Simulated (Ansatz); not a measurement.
Y3In5:
```
CELL_PARAMETERS angstrom
      4.94158    -4.02624     0.00000
      4.94158     4.02624     0.00000
      0.00000     0.00000    10.36690
ATOMIC_POSITIONS crystal
  Y  0.37385 0.62615 0.25000
  Y  0.62615 0.37385 0.75000
  Y  0.79690 0.79690 0.50000
  Y  0.20310 0.20310 0.50000
  Y  0.20310 0.20310 0.00000
  Y  0.79690 0.79690 0.00000
  In 0.99004 0.00996 0.25000
  In 0.00996 0.99004 0.75000
  In 0.69032 0.30968 0.04663
  In 0.30968 0.69032 0.95337
  In 0.30968 0.69032 0.54663
  In 0.69032 0.30968 0.45337
  In 0.49242 0.07623 0.25000
  In 0.50758 0.92377 0.75000
  In 0.07623 0.49242 0.75000
  In 0.92377 0.50758 0.25000
```

Relaxed with r²SCAN. Special points in fractions of this cell's reciprocal vectors: Γ (0.000, 0.000, 0.000); Y (0.500, 0.500, 0.000); F0 (0.416, 0.584, 0.000); Δ0 (-0.416, 0.416, 0.000); Z (0.000, 0.000, 0.500); B0 (-0.416, 0.416, 0.500); G0 (0.416, 0.584, 0.500); T (0.500, 0.500, 0.500); S (0.000, 0.500, 0.000); R (0.000, 0.500, 0.500).

Q: List the band energies nearest the Fermi level at these points for plane-wave PAW r²SCAN (Ansatz code).

A: In eV from the Fermi level; about four levels below and three above (degenerate sets whole), none deeper than 8.9 eV; points with the same levels are listed once.

```json
[
 {"k": "Γ", "below": "-0.55 -0.54 -0.48 -0.45", "above": "0.32 0.33 0.85"},
 {"k": "Y", "below": "-1.02 -0.90 -0.16 -0.08", "above": "0.01 0.24 0.43"},
 {"k": "F0", "below": "-0.90 -0.35 -0.19 -0.05", "above": "0.08 0.11 0.53"},
 {"k": "Z", "below": "-1.00 -1.00 -0.37 -0.37", "above": "0.11 0.11 0.20 0.20"},
 {"k": "B0", "below": "-0.75 -0.75 -0.04 -0.04", "above": "0.29 0.29 0.48 0.48"},
 {"k": "T", "below": "-1.14 -1.14 -0.54 -0.54", "above": "0.13 0.13 0.38 0.38"},
 {"k": "S", "below": "-1.16 -0.66 -0.52 -0.27", "above": "0.04 0.74 0.79"},
 {"k": "R", "below": "-0.69 -0.69 -0.42 -0.42", "above": "0.21 0.21 0.62 0.62"}
]
```

Space group Cmcm. The first step of the workflow began from a Materials Project structure, measured or hypothetical; the Crystallography Open Database copy checked does not list it. Its standing as an ambient phase is unchecked. The r²SCAN relaxation kept the symmetry of its start; its stability against distortions is not shown here. No spin polarisation was allowed. Spin–orbit coupling is left out wherever it is not named.

Potentials: the later of the program's two PAW sets.
